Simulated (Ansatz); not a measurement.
Sc started on a Ga site and Sc started on a Ga site, 6.69 Å apart on the ideal sites in cubic perovskite LaGaO3, 40 atoms, charge 0

Theory: Ansatz, DFT, PBEsol, PAW, plane waves.

Command:

```sh
ansatz run in.yaml --threads 7 --pin off --max-ram 13300MiB --runs-dir r --events-out ev --progress --plain
```

The input less its lattice and atoms:

```yaml
crystal:
  symmetry: { detect: false }
kpoints:
  mp_grid: { grid: [1, 1, 1], shift: [0.25, 0.25, 0.25] }
hamiltonian:
  xc: pbesol
scf:
  occupations: { method: fermi_dirac, width: 0.01 }
relax:
  f_tol: 0.03
  max_steps: 80
  escape_saddle: false
  adjacent_minimum: "off"
output:
  forces: true
  eigenvalues: true
  populations: true
```

Start:

```
La Sc Ga O
1.0
     7.72931    0.00000    0.00000
     0.00000    7.72931    0.00000
     0.00000    0.00000    7.72931
La Sc Ga O
8 2 6 24
Direct
  0.00222 0.00058 0.00143
  0.99481 0.00216 0.49949
  0.99423 0.50274 0.99658
  0.00032 0.49845 0.49889
  0.50034 0.00299 0.99556
  0.50303 0.00017 0.49977
  0.49773 0.49651 0.99849
  0.49825 0.50295 0.49822
  0.25138 0.25432 0.24614
  0.74932 0.75103 0.75126
  0.25202 0.25054 0.74870
  0.24684 0.75007 0.24831
  0.24553 0.75192 0.74772
  0.74748 0.24616 0.25078
  0.74820 0.25062 0.74328
  0.75107 0.75151 0.24988
  0.25667 0.24920 0.00583
  0.24815 0.24675 0.49708
  0.25346 0.75102 0.99623
  0.24761 0.75084 0.50096
  0.75177 0.25089 0.99805
  0.75111 0.25004 0.49909
  0.75018 0.75065 0.00003
  0.75034 0.74985 0.49723
  0.00109 0.24923 0.25174
  0.00158 0.25600 0.75255
  0.99923 0.75171 0.24549
  0.00448 0.74701 0.74844
  0.49220 0.25010 0.25331
  0.49960 0.24706 0.74600
  0.50208 0.74714 0.25081
  0.50235 0.75184 0.75021
  0.24994 0.99616 0.25235
  0.25134 0.99886 0.75584
  0.25391 0.49956 0.24526
  0.25220 0.49810 0.74987
  0.75071 0.99647 0.25166
  0.75386 0.00368 0.74965
  0.74795 0.49871 0.25109
  0.75283 0.50364 0.75261
```

Steps:

| step | energy less the first (eV) | largest force component (eV/Å) |
| --- | --- | --- |
| start | 0.000 | 4.273 |
| 1 | -0.399 | 1.923 |
| 2 | -1.462 | 0.810 |
| 3 | -2.292 | 1.101 |
| 4 | -2.941 | 0.747 |
| 5 | -3.694 | 0.172 |
| 6 | -3.874 | 0.072 |
| 7 | -3.879 | 0.024 |

A structure on the way, about -1.46 eV from the start:

```
La Sc Ga O
1.0
     7.72931    0.00000    0.00000
     0.00000    7.72931    0.00000
     0.00000    0.00000    7.72931
La Sc Ga O
8 2 6 24
Direct
  0.99537 0.00067 0.99546
  0.99239 0.00228 0.49823
  0.99371 0.50026 0.99887
  0.99701 0.49968 0.49914
  0.49982 0.00464 0.99616
  0.50155 0.00252 0.49967
  0.49992 0.49941 0.99726
  0.50103 0.50030 0.50060
  0.24807 0.25015 0.25005
  0.75148 0.75287 0.74738
  0.25040 0.24997 0.74955
  0.24992 0.75005 0.24886
  0.25189 0.74806 0.74981
  0.74880 0.25027 0.24839
  0.74960 0.25103 0.75004
  0.75039 0.74985 0.24860
  0.26454 0.25125 0.99097
  0.23002 0.24275 0.50739
  0.26273 0.75030 0.00034
  0.24662 0.75352 0.49906
  0.73461 0.24610 0.99900
  0.77050 0.25922 0.49932
  0.74014 0.75285 0.00603
  0.75984 0.74189 0.49206
  0.99159 0.24804 0.23284
  0.00031 0.27015 0.76799
  0.00063 0.75432 0.24025
  0.00757 0.72765 0.75652
  0.50764 0.24950 0.26861
  0.50090 0.22741 0.72987
  0.50020 0.74738 0.25731
  0.49361 0.77041 0.74391
  0.25575 0.99442 0.25233
  0.22959 0.99917 0.75315
  0.24797 0.50742 0.25419
  0.27341 0.49997 0.74661
  0.74899 0.00019 0.25480
  0.77478 0.00815 0.74714
  0.75058 0.49981 0.24339
  0.73355 0.49332 0.75470
```

End:

```xyz
40
Lattice="7.7293 0.0000 0.0000 0.0000 7.7293 0.0000 0.0000 0.0000 7.7293" Properties=species:S:1:pos:R:3 pbc="T T T"
La    7.5915    0.0367    7.6468
La    7.6307    0.0048    3.7219
La    0.1381    3.8919    0.0767
La    0.1012    3.8634    4.0020
La    3.7662    0.0040    7.5828
La    3.7294    7.7049    3.7788
La    3.9661    3.8626    0.1331
La    4.0055    3.8306    3.9378
Sc    1.9337    1.9337    1.9277
Sc    5.7985    5.7985    5.7923
Ga    1.9337    1.9337    5.7924
Ga    1.9338    5.7983    1.9277
Ga    1.9338    5.7983    5.7923
Ga    5.7984    1.9337    1.9276
Ga    5.7984    1.9338    5.7923
Ga    5.7984    5.7984    1.9276
O     2.1635    2.2480    7.6777
O     1.7039    1.6195    3.9070
O     2.2050    5.4745    7.7270
O     1.6625    6.1222    3.8577
O     5.5651    1.6054    7.7191
O     6.0317    2.2620    3.8655
O     5.5291    6.1005    0.0442
O     6.0679    5.4965    3.8111
O     7.6762    1.6284    1.7197
O     0.0058    2.2683    6.0323
O     0.0002    6.1314    1.6486
O     0.0546    5.4885    6.0335
O     3.9205    2.2391    2.1354
O     3.8618    1.5992    5.5524
O     3.8674    5.4652    2.2065
O     3.8129    6.1082    5.5513
O     2.2729    7.6782    1.6920
O     1.6798    0.0006    6.1524
O     1.5945    3.9185    2.1635
O     2.1878    3.8668    5.4325
O     5.5479    7.7274    2.2819
O     6.1304    0.0508    5.5520
O     6.0489    3.8695    1.5734
O     5.4666    3.8168    6.0326
```

The run converged.

Time: 29 s of wall time on 7 threads of a Neoverse-V2 processor, on a host shared with other runs; peak host memory 1.1 GiB.

Problem. How much energy did the relaxation gain, and which atom moved most?

Solution. 3.88 eV in 7 steps, from a start with small random displacements (the gain also holds any tilting of the ideal host); atom 35 (O) moved 0.46 Å, the median atom 0.38 Å (drift of the whole cell removed).

The one k point has no symmetry partners, which can distort the end along one axis.
